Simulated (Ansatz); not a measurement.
Total density of states per atom from the program Ansatz at the LDA level (PAW), in 0.25 eV bins, energy from the Fermi level:

| E (eV) | states/eV/atom |
|---|---|
| -7.85 | 0.16 |
| -7.60 | 0.19 |
| -7.35 | 0.44 |
| -7.10 | 0.76 |
| -6.85 | 1.35 |
| -6.60 | 1.87 |
| -6.35 | 2.19 |
| -6.10 | 2.00 |
| -5.85 | 1.44 |
| -5.60 | 2.01 |
| -5.35 | 2.06 |
| -5.10 | 2.19 |
| -4.85 | 3.02 |
| -4.60 | 3.06 |
| -4.35 | 1.87 |
| -4.10 | 1.99 |
| -3.85 | 2.00 |
| -3.60 | 2.31 |
| -3.35 | 1.83 |
| -3.10 | 1.87 |
| -2.85 | 2.33 |
| -2.60 | 2.04 |
| -2.35 | 1.66 |
| -2.10 | 0.62 |
| -1.85 | 0.36 |
| -1.60 | 0.25 |
| -1.35 | 0.26 |
| -1.10 | 0.26 |
| -0.85 | 0.27 |
| -0.60 | 0.27 |
| -0.35 | 0.27 |
| -0.10 | 0.27 |
| 0.15 | 0.27 |
| 0.40 | 0.27 |
| 0.65 | 0.27 |
| 0.90 | 0.26 |
| 1.15 | 0.26 |
| 1.40 | 0.26 |
| 1.65 | 0.27 |
| 1.90 | 0.25 |
| 2.15 | 0.24 |
| 2.40 | 0.22 |
| 2.65 | 0.21 |
| 2.90 | 0.19 |
| 3.15 | 0.19 |
| 3.40 | 0.27 |
| 3.65 | 0.39 |
| 3.90 | 0.35 |
| 4.15 | 0.32 |
| 4.40 | 0.30 |
| 4.65 | 0.29 |

Problem. Which compound is it?
A) AgI, P3_121 (Ag on 3b, I on 3a)
B) Ag2S, Cmcm (Ag on 4c, Ag on 4b, S on 4c)
C) Ag2S, Cmcm (Ag on 4b, Ag on 4c, S on 4c)
D) AgAu, R-3m (Ag on 3a, Au on 3b)

Solution. D, AgAu, R-3m (Ag on 3a, Au on 3b). Within 0.5 eV of the Fermi level: Ag 5s 26 %, Au 6s 20 %, Au 5d 20 %, Ag 4d 9 %, outside the projected shells 24 %. Projections are on Löwdin-orthogonalised atomic valence shells; empty p or d shells of many metals are not among them.

The workflow started from a Materials Project entry (that database holds measured and hypothetical structures alike); the Crystallography Open Database copy checked does not list it. With Ag and Au taken as one species the cell has the higher symmetry Fm-3m, so it may be an ordered model of a mixed-site phase. Whether it is the stable phase at ambient conditions was not checked. The cell was relaxed with LDA under the symmetry of its start; whether a distortion lowers the energy is not shown. The run is not spin-polarised. Spin–orbit coupling is left out wherever it is not named.

Potentials: the later of the program's two PAW sets.
